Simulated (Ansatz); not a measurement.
MgCu₂:
```yaml
crystal:
  lattice:
    - [0.00000, 3.47947, 3.47947]
    - [3.47947, 0.00000, 3.47947]
    - [3.47947, 3.47947, 0.00000]
  atoms:
    - { symbol: Cu, position: [0.62500, 0.62500, 0.62500] }
    - { symbol: Cu, position: [0.12500, 0.62500, 0.62500] }
    - { symbol: Cu, position: [0.62500, 0.12500, 0.62500] }
    - { symbol: Cu, position: [0.62500, 0.62500, 0.12500] }
    - { symbol: Mg, position: [0.25000, 0.25000, 0.25000] }
    - { symbol: Mg, position: [0.00000, 0.00000, 0.00000] }
```

Relaxed with r²SCAN. Special points in fractions of this cell's reciprocal vectors: Γ (0.000, 0.000, 0.000); X (0.500, 0.000, 0.500); U (0.625, 0.250, 0.625); K (0.375, 0.375, 0.750); L (0.500, 0.500, 0.500); W (0.500, 0.250, 0.750).

### Question
List the band energies nearest the Fermi level at these points for DFT-r²SCAN in the program Ansatz with PAW potentials.

### Answer
In eV from the Fermi level; about four levels below and three above (degenerate sets whole), none deeper than 8.9 eV; points with the same levels are listed once.

```json
[
 {"k": "Γ", "below": "-1.57 -1.57 -1.57 -0.10", "above": "0.03 0.03 0.03"},
 {"k": "X", "below": "-0.64 -0.64 -0.46 -0.46", "above": "7.32 7.32 8.29 8.29"},
 {"k": "U", "below": "-2.15 -1.80 -0.44 -0.31", "above": "2.33 4.89 5.46"},
 {"k": "L", "below": "-2.32 -2.32 -1.57 -0.01", "above": "0.38 0.38 1.66 1.66"},
 {"k": "W", "below": "-2.12 -2.12 -1.71 -1.71", "above": "2.10 2.10 3.64 3.64"}
]
```

Space group Fd-3m (cubic Laves (MgCu2 type)). A made-up cell: these elements were put on the sites of a structure type; the Crystallography Open Database files this formula in space group No. 227, but the cells were not matched. Its standing as an ambient phase is unchecked. Symmetry was held in the r²SCAN relaxation; whether a distortion lowers the energy is not shown. The run is not spin-polarised.

Potentials: the later of the program's two PAW sets.
